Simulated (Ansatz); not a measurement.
SiC (wurtzite)

```
CELL_PARAMETERS angstrom
      3.07530     0.00000     0.00000
     -1.53765     2.66329     0.00000
      0.00000     0.00000     5.04821
ATOMIC_POSITIONS crystal
  Si 0.66667 0.33333 0.00050
  Si 0.33333 0.66667 0.50050
  C  0.66667 0.33333 0.62470
  C  0.33333 0.66667 0.12470
```

E(V) scan at fixed shape, V₀ the volume above. The atoms relax within the cell's symmetry.

Level of theory: r2SCAN (plane waves to 500 eV, PAW, scalar-relativistic; Ansatz, a quantum-chemistry and plane-wave program). k mesh 13×13×7 (Γ-centred), Fermi-Dirac smearing 0.05 eV. Energies are smeared free energies. Compression counts positive. With the shape held, the modulus is that of even scaling; a crystal free to change shape is softer. SiC was relaxed with its symmetry unable to fall. The zero of ΔE is the relaxed starting cell.

| V (Å³/atom) | ΔE (meV/atom) |
|---|---|
| 9.717 | 29.3 |
| 9.872 | 16.1 |
| 10.027 | withheld |
| 10.182 | 1.7 |
| 10.337 | 0.0 |
| 10.492 | 1.6 |
| 10.647 | 6.3 |
| 10.802 | 13.8 |
| 10.957 | 24.0 |

Problem. Fit a third-order Birch-Murnaghan form (E₀, V₀, B₀, B₀′ free) to the given rows and predict ΔE at V = 10.027.

Solution. Least squares on the 8 given rows: ΔE = E₀ + (9V₀B₀/16)·y²·[2 + (B₀′ − 4)y], y = (V₀/V)^(2/3) − 1, with V₀ = 10.338 Å³/atom, B₀ = 227.9 GPa (160.2 GPa = 1 eV/Å³; the term in eV is multiplied by 1000), B₀′ = 3.89, E₀ = 0.00 meV/atom; root-mean-square residual 0.02 meV/atom. At 10.027 the fit gives 7.0 meV/atom; the calculation gives 7.0 meV/atom, the same to the digits shown. For the pressure the fit gives 7.4 GPa against the computed 7.4 GPa.

(A scan under strain: stresses follow from slopes of the energy per volume, elastic moduli from its curvatures.)
